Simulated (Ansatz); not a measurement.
## Structures of RbMn: which is lowest?

Plane-wave DFT in Ansatz with scalar-relativistic PAW potentials, cutoff 420 eV, Γ-centred meshes chosen by cell and gap, Gaussian smearing with energies taken to zero width. Every cell was relaxed (cell and atoms) in a run of its own, within the symmetry of its start. Functional: PBE.

Relaxed structures (starts from databases or built by putting these elements on another compound's sites):
A. P6_3/mmc, 4 atoms in the computed cell, a = 6.561 Å, c = 7.465 Å; sites (symmetry × multiplicity) Rb -6m2 × 2, Mn -6m2 × 2; start: built
B. P6/mmm, 6 atoms in the computed cell, a = 8.957 Å, c = 5.372 Å; sites (symmetry × multiplicity) Rb mmm × 3, Mn -6m2 × 2 + 6/mmm × 1; start: built

Q: Rank them by energy. Could pressure change the order?

A:
```tsv
structure	group	E − E(lowest) (meV/atom)	V (Å³/atom)	gap on mesh (eV)
B	P6/mmm	0.0	62.22	0.00
A	P6_3/mmc	24.9	69.57	0.00
```

B is lowest, 25 meV/atom under A. The lowest is also the densest of these, so pressure wouldn't bring one of the others in at first order. Other structures may lie lower than all of these, and vibrations aren't counted.

Only parallel moments were tried here. Magnetic cells started from one order each; another order can shift an energy by tens of meV per atom.